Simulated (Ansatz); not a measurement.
# Al3GaN4 (P-43m), one atom moved along a line

Theory: DFT r2SCAN, scalar-relativistic, plane waves, PAW in Ansatz 0.2.0. Cutoff 500 eV, Γ-centred 6×6×6 k-points, Gaussian smearing of 0.05 eV. No spin polarisation. Energies are free energies at this smearing, counted from the undisturbed cell; pressure is positive in compression.

Zero of the scan (as given, not relaxed at this level; it stands at 0.0 GPa, and it needn't be the usual structure):

```xyz
8
Lattice="4.4014 0.0000 0.0000 0.0000 4.4014 0.0000 0.0000 0.0000 4.4014" Properties=species:S:1:pos:R:3 pbc="T T T"
Al    2.2007    2.2007    0.0000
Al    2.2007    0.0000    2.2007
Al    0.0000    2.2007    2.2007
Ga    0.0000    0.0000    0.0000
N     3.2754    3.2754    1.1260
N     3.2754    1.1260    3.2754
N     1.1260    3.2754    3.2754
N     1.1260    1.1260    1.1260
```

Atom 1 (Al) is moved by x along the Cartesian unit vector (0.568, 0.568, 0.595); the cell and all other atoms stay fixed.

```tsv
x (Å)	ΔE (meV/cell)
-0.1000	97.1
-0.0800	63.4
-0.0600	36.3
-0.0400	16.5
-0.0200	4.2
0.0000	0.0
0.0400	17.9
0.0600	41.0
0.0800	74.5
0.1000	119.1
```

Problem. Predict the gap on the mesh (eV) at each point.

Solution.
| x (Å) | gap on the mesh (eV) |
| --- | --- |
| -0.1000 | 3.54 |
| -0.0800 | 3.64 |
| -0.0600 | 3.74 |
| -0.0400 | 3.84 |
| -0.0200 | 3.93 |
| 0.0000 | 4.01 |
| 0.0400 | 3.93 |
| 0.0600 | 3.89 |
| 0.0800 | 3.85 |
| 0.1000 | 3.81 |